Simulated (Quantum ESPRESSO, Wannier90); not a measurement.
**Nb (bcc (W type)), plane waves to Wannier functions**

```xyz
1
Lattice="-1.6588 1.6588 1.6588 1.6588 -1.6588 1.6588 1.6588 1.6588 -1.6588" Properties=species:S:1:pos:R:3 pbc="T T T"
Nb     0.0000     0.0000     0.0000
```

Structure: Materials Project mp-75, symmetrised, not relaxed again. This is the element's usual structure. Method: PBEsol plane waves in Quantum ESPRESSO 7.5 (PseudoDojo norm-conserving files, 66 Ry, no spin polarisation, no spin-orbit coupling), Bloch states on a 10×10×10 mesh through Γ, Wannier90 4.0.1. Density: 18×18×18 mesh, cold smearing 0.01 Ry.

A tight-binding model is made by disentanglement and projection with no localisation steps (num_iter = 0), so the 9 orbitals stay atom-like: hydrogen-like Nb: s;p;d, axes along x, y, z; frozen window up to 1.50 eV relative to the Fermi level. It follows pw.x to 7.3 meV rms for states up to 1.0 eV relative to the Fermi level. Matrix elements depend on this choice of orbitals and windows.

The 20 largest hoppings ⟨m,0|H|n,R⟩ between different sites (one of each Hermitian pair; signs follow the real orbitals' lobes; the list may end inside a set of equal values):

| m | n | R | distance of the centres (Å) | t (eV) |
|---|---|---|---|---|
| Nb1 px | Nb1 px | 0 1 1 | 3.32 | 2.550 |
| Nb1 py | Nb1 py | 1 0 1 | 3.32 | 2.550 |
| Nb1 pz | Nb1 pz | 1 1 0 | 3.32 | 2.550 |
| Nb1 pz | Nb1 dz2 | 1 1 0 | 3.32 | -1.250 |
| Nb1 dz2 | Nb1 pz | 1 1 0 | 3.32 | 1.250 |
| Nb1 s | Nb1 s | 0 1 0 | 2.87 | -1.172 |
| Nb1 s | Nb1 s | 0 0 1 | 2.87 | -1.172 |
| Nb1 s | Nb1 s | 1 0 0 | 2.87 | -1.172 |
| Nb1 s | Nb1 s | 1 1 1 | 2.87 | -1.172 |
| Nb1 s | Nb1 py | 0 1 0 | 2.87 | -1.091 |
| Nb1 py | Nb1 s | 0 1 0 | 2.87 | 1.091 |
| Nb1 s | Nb1 py | 0 0 1 | 2.87 | 1.091 |
| Nb1 px | Nb1 s | 0 0 1 | 2.87 | -1.091 |
| Nb1 s | Nb1 pz | 0 1 0 | 2.87 | 1.091 |
| Nb1 s | Nb1 px | 0 1 0 | 2.87 | 1.091 |
| Nb1 pz | Nb1 s | 0 1 0 | 2.87 | -1.091 |
| Nb1 px | Nb1 s | 0 1 0 | 2.87 | -1.091 |
| Nb1 s | Nb1 pz | 0 0 1 | 2.87 | -1.091 |
| Nb1 s | Nb1 px | 0 0 1 | 2.87 | 1.091 |
| Nb1 pz | Nb1 s | 0 0 1 | 2.87 | 1.091 |
